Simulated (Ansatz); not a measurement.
CaO:
```cif
data_Ca4O4
_chemical_formula_sum 'Ca4 O4'
_space_group_name_H-M_alt 'Fm-3m'
_space_group_IT_number 225
_space_group_name_Hall '-F 4 2 3'
_cell_length_a 4.76714
_cell_length_b 4.76714
_cell_length_c 4.76714
_cell_angle_alpha 90.000
_cell_angle_beta 90.000
_cell_angle_gamma 90.000
loop_
_atom_site_label
_atom_site_type_symbol
_atom_site_symmetry_multiplicity
_atom_site_Wyckoff_symbol
_atom_site_fract_x
_atom_site_fract_y
_atom_site_fract_z
_atom_site_occupancy
Ca1 Ca 4 a 0.00000 0.00000 0.00000 1
O1 O 4 b 0.50000 0.50000 0.50000 1
```
(The calculation used a cell of 2 atoms; values per cell refer to that cell.)

Relaxed with PBEsol.

### Question
Give the optical modes at the zone centre with their infrared activity from DFPT, plane-wave PAW PBEsol (Ansatz code).

### Answer
Transverse frequencies, without the LO–TO term; a row sums one degenerate level.

| ω (cm⁻¹) | degeneracy | IR ((D/Å)²/amu) | activity | symmetry |
|---|---|---|---|---|
| 273 | 3 | 33.73 | IR | T1u |

### Question
How high does the top mode go among those that the LO–TO term moves?

### Answer
551 cm⁻¹ for q along x.

Symmetry was held in the PBEsol relaxation; phonons on a q-mesh show no instability.

Potentials: the later of the program's two PAW sets.
